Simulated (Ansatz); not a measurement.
**CaH$_{3}$Pd: do energies and stresses tell the same story?**

These are results of DFT r2SCAN, scalar-relativistic, plane waves, PAW in Ansatz, not measurements.

Cutoff 500 eV; k points 10×10×10 on the computed 5-atom cell (Γ-centred); Gaussian smearing, width 0.10 eV; no spin polarisation.

Relaxed cell: Pm-3m, a = 3.700 Å, b = 3.700 Å, c = 3.700 Å, α = 90.00°, β = 90.00°, γ = 90.00°, 5 atoms in the primitive cell. Whether it is the stable form of this composition wasn't checked.

Energies at zero smearing and pressures from the stress tensor, at volumes with shape and atoms relaxed:
```json
{"V (Å³/atom)": "9.526", "E − E(first) (meV/atom)": "0.00", "P (GPa)": "6.84"}
{"V (Å³/atom)": "9.830", "E − E(first) (meV/atom)": "-9.37", "P (GPa)": "3.15"}
{"V (Å³/atom)": "10.134", "E − E(first) (meV/atom)": "-12.24", "P (GPa)": "-0.01"}
{"V (Å³/atom)": "10.438", "E − E(first) (meV/atom)": "-9.57", "P (GPa)": "-2.71"}
{"V (Å³/atom)": "10.742", "E − E(first) (meV/atom)": "-2.16", "P (GPa)": "-5.02"}
```

Problem. Check P = −dE/dV between neighbouring volumes, and get the bulk modulus from the pressures alone.

Solution. With 1 eV/Å³ = 160.2 GPa:
```json
{"middle V (Å³/atom)": "9.678", "−ΔE/ΔV (GPa)": "4.936", "mean P (GPa)": "4.996"}
{"middle V (Å³/atom)": "9.982", "−ΔE/ΔV (GPa)": "1.516", "mean P (GPa)": "1.573"}
{"middle V (Å³/atom)": "10.286", "−ΔE/ΔV (GPa)": "-1.407", "mean P (GPa)": "-1.357"}
{"middle V (Å³/atom)": "10.590", "−ΔE/ΔV (GPa)": "-3.908", "mean P (GPa)": "-3.866"}
```

The two differ by 0.06 GPa at most. The mean of two end pressures misses the average over a step by about ΔV² P″/12, up to 0.05 GPa here; with that taken off 0.02 GPa remains. Around V = 10.134 Å³/atom, the two neighbours give B = −V ΔP/ΔV = 10.134 × 5.86 / 0.608 = 97.7 GPa, against B0 = 97.3 GPa from the Birch–Murnaghan fit of the energies.